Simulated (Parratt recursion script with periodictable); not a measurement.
## How the EUV peak of a Si/Y multilayer on Si grows with the number of periods

| layer, from the top | thickness (Å) | density (g/cm³) | rms roughness of its top face (Å) | δ at 13.5 nm | β at 13.5 nm |
|---|---|---|---|---|---|
| Si (in each period) | 44.2 | 2.313 | 2 | 9.927 × 10⁻⁴ | 0.001813 |
| Y (in each period) | 29.5 | 4.371 | 2 | 0.02576 | 0.002238 |
| Si (substrate) | – | 2.313 | 2 | 9.927 × 10⁻⁴ | 0.001813 |

The refractive index is n = 1 − δ + iβ; the runs take δ and β at each wavelength of the scan. Vacuum lies above.

Densities are inputs, not measurements. They were set from computed cells of the Materials Project: Si from entry mp-149 (Fd-3m, 2.313 g/cm³); Y from entry mp-112 (P6₃/mmc, 4.371 g/cm³). A layer's crystal structure does not enter its constants, only its composition and density.

Model: EUV and soft X-ray reflectivity, Parratt recursion, Névot-Croce roughness, Henke tables. Program: Parratt recursion script with periodictable 1.7.1.

Light falls at α = 20° from the surface normal. It is p-polarised. The wavelength is scanned from 12.42 to 14.58 nm in 161 evenly spaced points, without smoothing. The peak is the highest scan point; its wavelength and height come from a parabola through R at that point and its two neighbours.

The runs differ in the number of periods N alone.

```
N    peak λ (nm)  peak R (%)
---  -----------  ----------
25        13.663           ?
40        13.666        27.8
120       13.669        48.3
```

Problem. Estimate the peak reflectivity for N = 25, trying the form R = R∞ tanh²(aN).

Solution. Take R∞ from the largest stack, 48.3 % at N = 120. For the shown row under 97 % of it, y = artanh[(R/R∞)^½] is 0.993 at N = 40, so a = 0.0248. This form gives tanh²y = 0.990 at N = 120, in keeping with the choice of R∞. At N = 25, y = 0.620 and R = 48.3 × tanh²y = 14.7 %.

The run gave 15.5 %, so the form misses by 0.8 points.
